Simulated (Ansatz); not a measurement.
Space group Fm-3m (No. 225). a = 10.383 Å, b = 10.383 Å, c = 10.383 Å, α = 90.00°, β = 90.00°, γ = 90.00°
```
atom site symmetry x y z
  Cs    8c      -43m  0.2500  0.7500  0.7500
  In    4a m-3m  0.0000  0.0000  0.0000
  Ag    4b m-3m  0.5000  0.0000  0.0000
  Cl   24e      4m.m  0.2439  0.0000  0.0000
```

Equation of state of this Cs$_{2}$InAgCl$_{6}$ structure (not necessarily the ground state), with shape and atoms relaxed at each volume where symmetry leaves them free. The calculation used DFT PBEsol, scalar-relativistic, plane waves, PAW (Ansatz 0.2.0).

Settings: cutoff 420 eV, Γ-centred mesh 6×6×6 on the computed 10-atom cell, Gaussian smearing of 0.02 eV; no spin polarisation.

```tsv
V (Å³/atom)	E − E(largest V) (meV/atom)	P (GPa)	gap on mesh (eV)
26.307	2.85	2.39	0.73
27.147	-6.12	1.08	0.75
27.986	-8.85	0.00	0.79
28.826	-6.49	-0.87	0.83
29.666	0.00	-1.57	0.88
```

Fit a third-order Birch–Murnaghan equation to E(V).

V0 = 27.99 Å³/atom, B0 = 32 GPa, B0' = 5.9.

Spin-orbit coupling is left out, which matters for the bands of heavy elements.

Cost: 5 runs of about 3.6 core-minutes in all, on Arm Neoverse V2 (shared hosts).